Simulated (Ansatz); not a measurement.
SnF4:
Space group I4/mmm (No. 139); a = 4.0413 Å, b = 4.0413 Å, c = 7.5678 Å, α = 90.00°, β = 90.00°, γ = 90.00°

```json
[
 {"atom": "Sn", "site": "2a", "symmetry": "4/mmm", "x": "0.0000", "y": "0.0000", "z": "0.0000"},
 {"atom": "F", "site": "4e", "symmetry": "4mm", "x": "0.0000", "y": "0.0000", "z": "0.2487"},
 {"atom": "F", "site": "4c", "symmetry": "mmm.", "x": "0.0000", "y": "0.5000", "z": "0.0000"}
]
```
(The calculation used a cell of 5 atoms; values per cell refer to that cell.)

Relaxed with LDA.

### Question
Give the optical modes at the zone centre with their infrared and Raman activity from DFPT, LDA (plane waves, PAW; program Ansatz).

### Answer
Transverse frequencies, without the LO–TO term; a row sums one degenerate level.

```tsv
ω (cm⁻¹)	degeneracy	IR ((D/Å)²/amu)	Raman (Å⁴/amu)	activity	symmetry
133	2	8.22	0	IR	Eu
165	2	0.32	0	IR	Eu
183	1	0.00	0	silent	B2u
205	1	1.71	0	IR	A2u
214	2	0.00	4.8	Raman	Eg
549	2	15.31	0	IR	Eu
592	1	0.00	87	Raman	A1g
670	1	4.60	0	IR	A2u
```

### Question
How high does the top mode go among those that the LO–TO term moves?

### Answer
649 cm⁻¹ for q along x, 649 cm⁻¹ for q along y, 716 cm⁻¹ for q along z.

The workflow started from a Materials Project entry (that database holds measured and hypothetical structures alike); the Crystallography Open Database files this formula in space group No. 139, but the cells were not matched. Whether it is the stable phase at ambient conditions was not checked. The LDA relaxation kept the symmetry of its start; phonons on a q-mesh show no instability. A crystal of weakly bound layers computed without a dispersion correction: the cell and the soft elastic constants depend strongly on that. Scalar-relativistic: spin–orbit coupling is off unless named, which matters more the heavier the elements.

Potentials: the later of the program's two PAW sets.
